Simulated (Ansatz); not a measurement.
TmSe2 in the fluorite structure

The computed numbers are results of PBEsol, scalar-relativistic (collinear spin) in the plane-wave PAW code Ansatz at 420 eV, Γ-centred 8×8×8 mesh, 0.05 eV Gaussian smearing. The datasets are Ansatz's generated set soft_2.

```xyz
3
Lattice="0.0000 3.3426 3.3426 3.3426 0.0000 3.3426 3.3426 3.3426 0.0000" Properties=species:S:1:pos:R:3 pbc="T T T"
Tm    0.0000    0.0000    0.0000
Se    1.6713    1.6713    1.6713
Se    5.0138    5.0138    5.0138
```

The structure was built from a prototype; whether the compound forms in it isn't claimed.

Magnetic state: ferromagnetic, site spin moments Tm 1.47 μB.

Path: Γ–X–U | K–Γ–L–W–X, with Γ = (0.000, 0.000, 0.000), X = (0.500, 0.000, 0.500), U = (0.625, 0.250, 0.625), K = (0.375, 0.375, 0.750), L = (0.500, 0.500, 0.500), W = (0.500, 0.250, 0.750) in reciprocal vectors of the calculation's cell.

Levels between -4 and 4 eV from the Fermi level at the path's named points:
| point | spin | below E_F (eV) | above E_F (eV) |
| --- | --- | --- | --- |
| Γ | up | -3.51 -3.51 -3.51 -1.81 -1.52 -1.52 -1.52 -1.18 -1.18 -1.18 | 0.37 0.37 0.37 3.00 3.00 |
| Γ | down | -3.50 -3.50 -3.50 -0.50 -0.50 -0.50 -0.39 -0.39 -0.39 | 0.10 0.65 0.65 0.65 3.08 3.08 |
| X | up | -3.23 -3.23 -1.97 -1.39 -1.39 -1.38 -1.21 -1.13 -1.13 -0.18 -0.18 | 1.39 2.13 |
| X | down | -3.20 -3.20 -0.43 -0.35 -0.35 -0.25 -0.16 -0.16 -0.09 -0.09 -0.08 | 1.58 2.19 |
| U and K | up | -3.36 -2.98 -1.98 -1.39 -1.39 -1.38 -1.31 -1.16 -1.13 -0.80 -0.37 | 0.98 3.12 |
| U and K | down | -3.33 -2.94 -0.99 -0.50 -0.38 -0.36 -0.32 -0.20 -0.10 -0.08 -0.04 | 1.21 3.19 |
| L | up | -2.67 -2.67 -2.48 -2.36 -1.86 -1.86 -1.56 -1.32 -1.32 -1.27 -1.18 -0.92 -0.92 | 3.78 3.78 |
| L | down | -2.66 -2.66 -2.46 -2.06 -1.67 -1.67 -0.39 -0.33 -0.33 -0.10 | 0.00 0.00 0.18 3.87 3.87 |
| W | up | -1.98 -1.98 -1.97 -1.39 -1.38 -1.38 -1.16 -1.09 -1.09 -0.03 | 1.11 3.79 3.90 |
| W | down | -3.98 -1.92 -1.92 -0.38 -0.36 -0.36 -0.29 -0.10 -0.08 -0.08 -0.01 | 1.33 3.88 3.97 |

Problem. By these bands, is it a metal or an insulator, and if it has a gap, where are the band edges on this path?

Solution. A metal: bands cross the Fermi level.

Without a U the open 4f shell is pinned at the Fermi level, an artefact: in the real crystal it splits into occupied and empty levels away from it, and its large orbital moment is missing here. For elements this heavy, spin–orbit coupling would shift levels and gaps; it isn't included here. The run wasn't fully tested for a lower electronic state. Site moments are of spin, integrated over atomic spheres. Only parallel moments were tried, so the real magnetic order may be another.

The open shells may stand above their lowest state, and forces and pressures are less sure for it.
